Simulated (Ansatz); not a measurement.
SrTa2O6: checking a database structure before trusting its electric field gradients

The cell is a COD entry, atoms as given.

```cif
data_SrTa2O6
_symmetry_space_group_name_H-M 'Pnma'
_symmetry_Int_Tables_number 62
_cell_length_a 11.0130
_cell_length_b 7.6320
_cell_length_c 5.6210
_cell_angle_alpha 90.000
_cell_angle_beta 90.000
_cell_angle_gamma 90.000
loop_
_atom_site_label
_atom_site_type_symbol
_atom_site_symmetry_multiplicity
_atom_site_Wyckoff_symbol
_atom_site_fract_x
_atom_site_fract_y
_atom_site_fract_z
Sr Sr 4 c 0.9613 0.2500 0.4623
Ta Ta 8 d 0.1426 0.0042 0.0362
O13 O 4 c 0.3570 0.2500 0.4690
O17 O 8 d 0.2150 0.5490 0.3590
O25 O 8 d 0.9750 0.5330 0.2200
O33 O 4 c 0.3710 0.7500 0.6410
```

One atom of each set is listed.

All values are calculated (Ansatz; DFT, PBE, plane waves and PAW, scalar-relativistic, 420 eV cutoff, Γ-centred 2×3×4 k-points, Fermi–Dirac smearing 0.02 eV), not measured.

(1) Do the atoms and the cell lie near the calculated equilibrium?

Answers

(1) Not quite. The largest force is 0.48 eV/Å, on atom 18 (O: 2 Ta at 1.89–2.02 Å, angle 140°; also 1 Sr at 2.67 Å), and the pressure is 5.7 GPa. Relaxing the atoms is still advisable, since electric field gradients respond to shifts of a few hundredths of an ångström.
